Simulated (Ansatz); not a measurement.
GaSb (zinc blende)

```yaml
crystal:
  lattice:
    - [0.00000, 3.05569, 3.05569]
    - [3.05569, 0.00000, 3.05569]
    - [3.05569, 3.05569, 0.00000]
  atoms:
    - { symbol: Sb, position: [0.25000, 0.25000, 0.25000] }
    - { symbol: Ga, position: [0.00000, 0.00000, 0.00000] }
```

The slice is a {100} plane (indices of the conventional cell) through the point (0.000, 0.000, 0.000) (fractional), spanned by u = [100] and v = [0 1 -1] in vectors of this cell: u (4.32 Å) and v (4.32 Å, at 90° to u). It covers one period; positions are fractions (u, v).

All values below come from PBEsol (plane waves to 420 eV, PAW, scalar-relativistic; Ansatz, a quantum-chemistry and plane-wave program). k mesh 13×13×13. Inside the PAW spheres the values are not all-electron values, and peaks at nuclei hang on which shells count as valence. At this level the bands of GaSb touch or barely overlap; measurements give the solid a gap. GaSb was relaxed with its symmetry unable to fall. Spin-orbit coupling is left out, though Sb is heavy.

Task: Sketch the electrostatic potential energy of an electron, from the cell's mean on this plane as a map.

Result: 
```
|xxxxx =*#***#*= xxxx|
|xxxxx:+#######+:xxxx|
|xxxx =*#%###%#*= xxx|
|xxx -*#%%%%%%%#*- xx|
|  :=*#%%@@@@@%%#*=: |
|==+*#%@@@@@@@@@%#*+=|
|**##%%@@@@@@@@@%%##*|
|*##%%@@@@@@@@@@@%%##|
|**##%@@@@@@@@@@@%##*|
|**##%@@@@@@@@@@@%##*|
|**##%@@@@@@@@@@@%##*|
|*##%%@@@@@@@@@@@%%##|
|**##%%@@@@@@@@@%%##*|
|==+*#%@@@@@@@@@%#*+=|
|  :=*#%%@@@@@%%#*=: |
|xxx -*#%%%%%%%#*- xx|
|xxxx =*#%###%#*= xxx|
|xxxxx:+#######+:xxxx|
|xxxxx =*#***#*= xxxx|
|xxxxx =*******= xxxx|
```
Scale: ten equal steps from -2.00 (start of ' ') to 6.30 (end of '@'), in the order ' .:-=+*#%@'. Values: electrostatic potential energy of an electron, from the cell's mean, in eV. The map has 20 points along u (one character each, u = 0 at the left) and 20 along v (v = 0 in the bottom row). Points within 1 Å of a nucleus are blanked (x), as the pseudised field means little there. Values under -2 eV are set to -2. The zero, the cell's mean, hangs on the PAW cores.
